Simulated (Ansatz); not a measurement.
WSe₂:
Space group P6₃/mmc (No. 194); a = b = 3.250 Å, c = 12.818 Å, α = β = 90.00°, γ = 120.00°

```csv
atom,site,symmetry,x,y,z
W,2c,-6m2,0.3333,0.6667,0.2500
Se,4f,3m.,0.6667,0.3333,0.1200
```

Relaxed with LDA.

Task: Decompose the optical modes at the zone centre into irreducible representations, and say which are infrared and Raman allowed.

Result: Point group 6/mmm: Γ_opt = A1g + A2u + 2B1g + B2u + E1g + E1u + 2E2g + E2u. Infrared: A2u, E1u. Raman: A1g, E1g, E2g.

Task: Assign frequencies (DFPT, DFT-LDA in the program Ansatz with PAW potentials; without the LO–TO term).

Result: E2g 25, B1g 38, E2u 175, E1g 177, E2g 248, E1u 249, B2u 250, A1g 252, A2u 308, B1g 310 cm⁻¹.

Subscripts of B labels follow the axes of the standard setting.

Space group P6_3/mmc. The cell was relaxed with LDA under the symmetry of its start; phonons on a q-mesh show no instability. No spin polarisation was allowed. A crystal of weakly bound layers computed without a dispersion correction: the cell and the soft elastic constants depend strongly on that. Spin–orbit coupling is left out wherever it is not named.

Potentials: the later of the program's two PAW sets.
